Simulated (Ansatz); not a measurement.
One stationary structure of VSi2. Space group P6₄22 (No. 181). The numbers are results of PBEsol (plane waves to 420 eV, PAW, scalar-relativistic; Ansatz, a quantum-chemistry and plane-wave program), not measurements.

```cif
data_Si6V3
_chemical_formula_sum 'V3 Si6'
_space_group_name_H-M_alt 'P6422'
_space_group_IT_number 181
_space_group_name_Hall 'P 64 2 (0 0 2)'
_cell_length_a 4.52315
_cell_length_b 4.52315
_cell_length_c 6.32003
_cell_angle_alpha 90.000
_cell_angle_beta 90.000
_cell_angle_gamma 120.000
loop_
_atom_site_label
_atom_site_type_symbol
_atom_site_symmetry_multiplicity
_atom_site_Wyckoff_symbol
_atom_site_fract_x
_atom_site_fract_y
_atom_site_fract_z
_atom_site_occupancy
V1 V 3 d 0.50000 0.00000 0.50000 1
Si1 Si 6 j 0.16321 0.32642 0.50000 1
```

**Question.** Predict the magnetic moment from PBEsol.

**Answer.** Zero (the starting moments vanished).

No spin polarisation in the result: the starting moments vanished. The relaxed primitive cell holds an odd number of electrons. A magnetic state may lie lower.

The run could not lose the symmetry of its start.

The first start was generated by placing the elements on the sites of a structure type. A measured structure of VSi2 has the same space group, P6₄22 (No. 181); the sites were not compared with it.
